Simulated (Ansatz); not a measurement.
Given:

Te$_{2}$Rh:
```cif
data_RhTe2
_chemical_formula_sum 'Rh1 Te2'
_space_group_name_H-M_alt 'P-3m1'
_space_group_IT_number 164
_space_group_name_Hall '-P 3 2"'
_cell_length_a 3.88714
_cell_length_b 3.88714
_cell_length_c 5.24732
_cell_angle_alpha 90.000
_cell_angle_beta 90.000
_cell_angle_gamma 120.000
loop_
_atom_site_label
_atom_site_type_symbol
_atom_site_symmetry_multiplicity
_atom_site_Wyckoff_symbol
_atom_site_fract_x
_atom_site_fract_y
_atom_site_fract_z
_atom_site_occupancy
Rh1 Rh 1 a 0.00000 0.00000 0.00000 1
Te1 Te 2 d 0.33333 0.66667 0.25702 1
```

This is the LDA-relaxed structure.

**Question.** All from plane-wave PAW LDA (Ansatz code), unless another level is named. Predict the electronic character.

**Answer.** metallic (no gap).

**Question.** And the density of states at the Fermi level?

**Answer.** 0.55 states/eV per atom (mean over ±0.08 eV).

**Question.** What about the formation energy from the elements (no fitted shifts)?

**Answer.** -0.41 eV/atom.

**Question.** What about the gap with spin–orbit coupling?

**Answer.** none (metallic).

The workflow started from an entry of the Crystallography Open Database (COD), which files this formula under 2 space groups. Its standing as an ambient phase is unchecked. Symmetry was held in the LDA relaxation; its stability against distortions is not shown here. The run is not spin-polarised. A crystal of weakly bound layers computed without a dispersion correction: the cell and the soft elastic constants depend strongly on that. With an odd number of electrons in the cell and no spin polarisation, the count alone makes it a metal. The references are the lowest solids computed at this level, not always the standard phases. Scalar-relativistic: spin–orbit coupling is off unless named, which matters more the heavier the elements.

Potentials: the later of the program's two PAW sets.
